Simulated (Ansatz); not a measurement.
RbLuSe₂ in space group R-3m (No. 166; Se on 6c, Lu on 3b, Rb on 3a), r²SCAN (plane waves, PAW; program Ansatz), all energies at zero smearing, with the estimated change up to a 700 eV cutoff added, with one set of potentials and settings (totals compare only within such a set). Cell of 4 atoms (2 Se, 1 Lu, 1 Rb): -28985.815 eV.

| element | reference phase | E (eV/atom) |
|---|---|---|
| Se | P3_121, 3 atoms in the cell | -5478.1269 |
| Lu | P6_3/mmc, 2 atoms in the cell | -14743.6978 |
| Rb | Cmcm, 2 atoms in the cell | -3278.0015 |

Formation energy per atom, worked out: (-28985.815 − 2×(-5478.1269) − 1×(-14743.6978) − 1×(-3278.0015))/4 = -1.965 eV/atom (-190 kJ per mol of atoms), at 0 K, without zero-point energy or fitted corrections.

The workflow started from an entry of the Crystallography Open Database (COD, 153 K). Its standing as an ambient phase is unchecked. The cell was relaxed with r²SCAN under the symmetry of its start; its stability against distortions is not shown here. The references are the lowest solids computed at this level, not always the standard phases. Spin–orbit coupling is left out wherever it is not named.

Potentials: the later of the program's two PAW sets.
